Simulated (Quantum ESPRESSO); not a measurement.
Si3O4NF, one run as intended and one with a planted mistake

A calculation, not a measurement. The program is pw.x of Quantum ESPRESSO 7.5 (plane-wave density functional theory). The cell is made up: 9 atoms on a quartz lattice, with randomly drawn elements, strain and displacements, not relaxed. PseudoDojo standard norm-conserving files (v0.5 for PBE, v0.4.1 for LDA and PBEsol) set the functional; there is no spin polarisation, spin-orbit coupling or dispersion term, and the masses in the input are unused placeholders.

Intended input:

```
&control calculation='scf', pseudo_dir='./dojo.nc.sr.pbe.v0_5.standard.upf', outdir='./o', disk_io='medium', tprnfor=.true., tstress=.true. /
&system ibrav=0, nat=9, ntyp=4, nbnd=30, ecutwfc=84.00895049, nosym=.true., tot_charge=0,
 occupations='smearing', smearing='fd', degauss=0.0018374661
/
&electrons conv_thr=7.350e-09, electron_maxstep=60, /
ATOMIC_SPECIES
F 1.0 F.upf
N 1.0 N.upf
O 1.0 O.upf
Si 1.0 Si.upf
CELL_PARAMETERS angstrom
5.0632 0.0 0.0
-2.5316 4.3849 0.0
0.0 0.0 5.5575
ATOMIC_POSITIONS angstrom
Si 2.3844 -0.0299 3.7074
Si -1.1814 2.068 1.8777
Si 1.3453 2.318 0.0001
O 1.4009 1.1575 4.3749
O 3.3501 0.621 2.5201
O 2.8485 2.5677 0.7056
N 0.2875 1.8268 1.1811
O -1.1325 3.1898 3.043
F 0.8301 3.7406 4.8674
K_POINTS automatic
5 5 4 1 1 1
```

The log is shortened where brackets say so; the opening notice, blank lines, dates and the lines on written files are dropped, and the path of the files is cut. It prints rydbergs, bohrs and kilobars, and counts compression as positive stress. Where no state is partly filled, the Fermi energy that it prints is only some level between the filled and the empty states on the mesh, and need not lie in the true gap.

Log of the intended run:

```
     Program PWSCF v.7.5
     Parallel version (MPI & OpenMP), running on       1 processor cores
     Number of MPI processes:                 1
     Threads/MPI process:                     1
     [start-up lines left out]
     bravais-lattice index     =            0
     lattice parameter (alat)  =       9.5681  a.u.
     unit-cell volume          =     832.6469 (a.u.)^3
     number of atoms/cell      =            9
     number of atomic types    =            4
     number of electrons       =        48.00
     number of Kohn-Sham states=           30
     kinetic-energy cutoff     =      84.0090  Ry
     charge density cutoff     =     336.0358  Ry
     scf convergence threshold =      7.3E-09
     mixing beta               =       0.7000
     number of iterations used =            8  plain     mixing
     Exchange-correlation= PBE
                           (   1   4   3   4   0   0   0)
     [axes and pseudopotential details left out]
   Cartesian axes
     site n.     atom                  positions (alat units)
         1        Si     tau(   1) = (   0.4709275  -0.0059054   0.7322247  )
         2        Si     tau(   2) = (  -0.2333307   0.4084374   0.3708524  )
         3        Si     tau(   3) = (   0.2657015   0.4578132   0.0000198  )
         4        O      tau(   4) = (   0.2766827   0.2286104   0.8640583  )
         5        O      tau(   5) = (   0.6616567   0.1226497   0.4977287  )
         6        O      tau(   6) = (   0.5625889   0.5071299   0.1393585  )
         7        N      tau(   7) = (   0.0567823   0.3607995   0.2332714  )
         8        O      tau(   8) = (  -0.2236728   0.6299968   0.6010033  )
         9        F      tau(   9) = (   0.1639477   0.7387818   0.9613288  )
     number of k points=    50  Fermi-Dirac smearing, width (Ry)=  0.0018
                       cart. coord. in units 2pi/alat
        k(    1) = (   0.1000000   0.1732035   0.1138821), wk =   0.0400000
        k(    2) = (   0.1000000   0.1732035   0.3416464), wk =   0.0400000
     [further k points left out]
     Dense  grid:    86563 G-vectors     FFT dimensions: (  60,  60,  64)
     Estimated max dynamical RAM per process >     111.61 MB
     Initial potential from superposition of free atoms
     starting charge      47.9981, renormalised to      48.0000
     Starting wfcs are   36 randomized atomic wfcs
     total cpu time spent up to now is       17.1 secs
     per-process dynamical memory:    68.2 Mb
     Self-consistent Calculation
     iteration #  1     ecut=    84.01 Ry     beta= 0.70
     Davidson diagonalization with overlap
     ethr =  1.00E-02,  avg # of iterations =  3.0
     total cpu time spent up to now is       54.2 secs
     total energy              =    -227.16398543 Ry
     estimated scf accuracy    <       2.69837477 Ry
     iteration #  2     ecut=    84.01 Ry     beta= 0.70
     Davidson diagonalization with overlap
     ethr =  5.62E-03,  avg # of iterations =  3.0
     total cpu time spent up to now is       91.5 secs
     total energy              =    -227.63115959 Ry
     estimated scf accuracy    <       3.02933260 Ry
     [iterations 3 to 10 left out]
     iteration # 11     ecut=    84.01 Ry     beta= 0.70
     Davidson diagonalization with overlap
     ethr =  1.40E-09,  avg # of iterations =  2.6
     total cpu time spent up to now is      402.2 secs
     total energy              =    -228.32209026 Ry
     estimated scf accuracy    <       0.00000003 Ry
     iteration # 12     ecut=    84.01 Ry     beta= 0.70
     Davidson diagonalization with overlap
     ethr =  6.81E-11,  avg # of iterations =  3.5
     total cpu time spent up to now is      434.9 secs
     End of self-consistent calculation
     [lines on levels left out]
     the Fermi energy is     5.0611 ev
!    total energy              =    -228.32209027 Ry
     estimated scf accuracy    <          1.3E-09 Ry
     smearing contrib. (-TS)   =      -0.00000000 Ry
     internal energy E=F+TS    =    -228.32209027 Ry
     The total energy is F=E-TS. E is the sum of the following terms:
     one-electron contribution =    -113.34558461 Ry
     hartree contribution      =      81.13654004 Ry
     xc contribution           =     -60.65809230 Ry
     ewald contribution        =    -135.45495340 Ry
     convergence has been achieved in  12 iterations
     Forces acting on atoms (cartesian axes, Ry/au):
     atom    1 type  4   force =    -0.12864415    0.10408372   -0.18491347
     atom    2 type  4   force =     0.04801048   -0.04269160   -0.07209906
     atom    3 type  4   force =     0.02871758   -0.18558070    0.21501819
     atom    4 type  3   force =     0.06596508   -0.02714202   -0.02332672
     atom    5 type  3   force =    -0.03744878   -0.02617128    0.07735091
     atom    6 type  3   force =    -0.07467699    0.01922835   -0.06637494
     atom    7 type  2   force =     0.03180400    0.02806838   -0.04570924
     atom    8 type  3   force =     0.03809219    0.07948227    0.11005712
     atom    9 type  1   force =     0.02818059    0.05072289   -0.01000278
     Total force =     0.451321     Total SCF correction =     0.000068
     Computing stress (Cartesian axis) and pressure
          total   stress  (Ry/bohr**3)                   (kbar)     P=      -29.06
  -0.00027310  -0.00032379   0.00010677          -40.18      -47.63       15.71
  -0.00032379  -0.00013758  -0.00017275          -47.63      -20.24      -25.41
   0.00010677  -0.00017275  -0.00018204           15.71      -25.41      -26.78
     init_run     :     16.03s CPU     16.96s WALL (       1 calls)
     electrons    :    403.17s CPU    417.80s WALL (       1 calls)
     forces       :      4.38s CPU      4.45s WALL (       1 calls)
     stress       :     18.09s CPU     18.40s WALL (       1 calls)
     [timing details left out]
     PWSCF        :   7m21.95s CPU   7m38.09s WALL
     JOB DONE.
```

A second run has one planted mistake: the files are those of another functional. The input lines that differ, file-writing options aside:

```
- &control calculation='scf', pseudo_dir='./dojo.nc.sr.pbe.v0_5.standard.upf', outdir='./o', disk_io='medium', tprnfor=.true., tstress=.true. /
+ &control calculation='scf', pseudo_dir='./dojo.nc.sr.lda.v0_4_1.standard.upf', outdir='./o', disk_io='medium', tprnfor=.true., tstress=.true. /
```

Its log:

```
     Program PWSCF v.7.5
     Parallel version (MPI & OpenMP), running on       1 processor cores
     Number of MPI processes:                 1
     Threads/MPI process:                     1
     [start-up lines left out]
     bravais-lattice index     =            0
     lattice parameter (alat)  =       9.5681  a.u.
     unit-cell volume          =     832.6469 (a.u.)^3
     number of atoms/cell      =            9
     number of atomic types    =            4
     number of electrons       =        48.00
     number of Kohn-Sham states=           30
     kinetic-energy cutoff     =      84.0090  Ry
     charge density cutoff     =     336.0358  Ry
     scf convergence threshold =      7.3E-09
     mixing beta               =       0.7000
     number of iterations used =            8  plain     mixing
     Exchange-correlation= SLA  PW   NOGX NOGC
                           (   1   4   0   0   0   0   0)
     [axes and pseudopotential details left out]
   Cartesian axes
     site n.     atom                  positions (alat units)
         1        Si     tau(   1) = (   0.4709275  -0.0059054   0.7322247  )
         2        Si     tau(   2) = (  -0.2333307   0.4084374   0.3708524  )
         3        Si     tau(   3) = (   0.2657015   0.4578132   0.0000198  )
         4        O      tau(   4) = (   0.2766827   0.2286104   0.8640583  )
         5        O      tau(   5) = (   0.6616567   0.1226497   0.4977287  )
         6        O      tau(   6) = (   0.5625889   0.5071299   0.1393585  )
         7        N      tau(   7) = (   0.0567823   0.3607995   0.2332714  )
         8        O      tau(   8) = (  -0.2236728   0.6299968   0.6010033  )
         9        F      tau(   9) = (   0.1639477   0.7387818   0.9613288  )
     number of k points=    50  Fermi-Dirac smearing, width (Ry)=  0.0018
                       cart. coord. in units 2pi/alat
        k(    1) = (   0.1000000   0.1732035   0.1138821), wk =   0.0400000
        k(    2) = (   0.1000000   0.1732035   0.3416464), wk =   0.0400000
     [further k points left out]
     Dense  grid:    86563 G-vectors     FFT dimensions: (  60,  60,  64)
     Estimated max dynamical RAM per process >     111.61 MB
     Initial potential from superposition of free atoms
     starting charge      47.9983, renormalised to      48.0000
     Starting wfcs are   36 randomized atomic wfcs
     total cpu time spent up to now is       15.5 secs
     per-process dynamical memory:    85.4 Mb
     Self-consistent Calculation
     iteration #  1     ecut=    84.01 Ry     beta= 0.70
     Davidson diagonalization with overlap
     ethr =  1.00E-02,  avg # of iterations =  3.0
     total cpu time spent up to now is       55.7 secs
     total energy              =    -226.97935999 Ry
     estimated scf accuracy    <       2.65247923 Ry
     iteration #  2     ecut=    84.01 Ry     beta= 0.70
     Davidson diagonalization with overlap
     ethr =  5.53E-03,  avg # of iterations =  3.1
     total cpu time spent up to now is       85.8 secs
     total energy              =    -227.39607942 Ry
     estimated scf accuracy    <       3.32443690 Ry
     [iterations 3 to 10 left out]
     iteration # 11     ecut=    84.01 Ry     beta= 0.70
     Davidson diagonalization with overlap
     ethr =  9.37E-10,  avg # of iterations =  2.0
     total cpu time spent up to now is      391.9 secs
     total energy              =    -228.15179392 Ry
     estimated scf accuracy    <       0.00000003 Ry
     iteration # 12     ecut=    84.01 Ry     beta= 0.70
     Davidson diagonalization with overlap
     ethr =  6.79E-11,  avg # of iterations =  2.0
     total cpu time spent up to now is      429.1 secs
     End of self-consistent calculation
     [lines on levels left out]
     the Fermi energy is     5.1490 ev
!    total energy              =    -228.15179393 Ry
     estimated scf accuracy    <          2.5E-09 Ry
     smearing contrib. (-TS)   =       0.00000000 Ry
     internal energy E=F+TS    =    -228.15179393 Ry
     The total energy is F=E-TS. E is the sum of the following terms:
     one-electron contribution =    -113.33814836 Ry
     hartree contribution      =      80.37677920 Ry
     xc contribution           =     -59.73547138 Ry
     ewald contribution        =    -135.45495340 Ry
     convergence has been achieved in  12 iterations
     Forces acting on atoms (cartesian axes, Ry/au):
     atom    1 type  4   force =    -0.12627067    0.10188812   -0.18287880
     atom    2 type  4   force =     0.04495604   -0.04054749   -0.06967270
     atom    3 type  4   force =     0.02944916   -0.18314917    0.20981212
     atom    4 type  3   force =     0.07742055   -0.02578474   -0.01572842
     atom    5 type  3   force =    -0.04399476   -0.01562887    0.08388954
     atom    6 type  3   force =    -0.07790835    0.00798307   -0.05783769
     atom    7 type  2   force =     0.02556558    0.03815904   -0.05076935
     atom    8 type  3   force =     0.05044829    0.07673367    0.09979909
     atom    9 type  1   force =     0.02033416    0.04034637   -0.01661379
     Total force =     0.444658     Total SCF correction =     0.000062
     Computing stress (Cartesian axis) and pressure
          total   stress  (Ry/bohr**3)                   (kbar)     P=     -101.24
  -0.00075473  -0.00031817   0.00009524         -111.02      -46.80       14.01
  -0.00031817  -0.00062842  -0.00017324          -46.80      -92.44      -25.48
   0.00009524  -0.00017324  -0.00068147           14.01      -25.48     -100.25
     init_run     :     15.12s CPU     15.34s WALL (       1 calls)
     electrons    :    398.43s CPU    413.66s WALL (       1 calls)
     forces       :      6.62s CPU      6.70s WALL (       1 calls)
     stress       :     23.86s CPU     24.03s WALL (       1 calls)
     [timing details left out]
     PWSCF        :   7m24.30s CPU   7m40.26s WALL
     JOB DONE.
```

|  | intended run | run with the mistake |
| --- | --- | --- |
| free energy (eV) | -3106.480 | -3104.163 |
| smearing term -TS (eV) | 0.0000 | 0.0000 |
| pressure (GPa) | -2.91 | -10.12 |
| largest force component (eV/Å) | 5.528 | 5.394 |
| largest change of a force component (eV/Å) |  | 0.318 |
| iterations | 12 | 12 |

For scale, a rerun of the intended cell at 1437 eV and a 7 x 7 x 6 mesh moved values by no more than 0.002 eV in energy, 0.02 GPa in stress and 0.002 eV/Å in force. Files of another functional have another zero of energy, so the energy change says nothing on stability.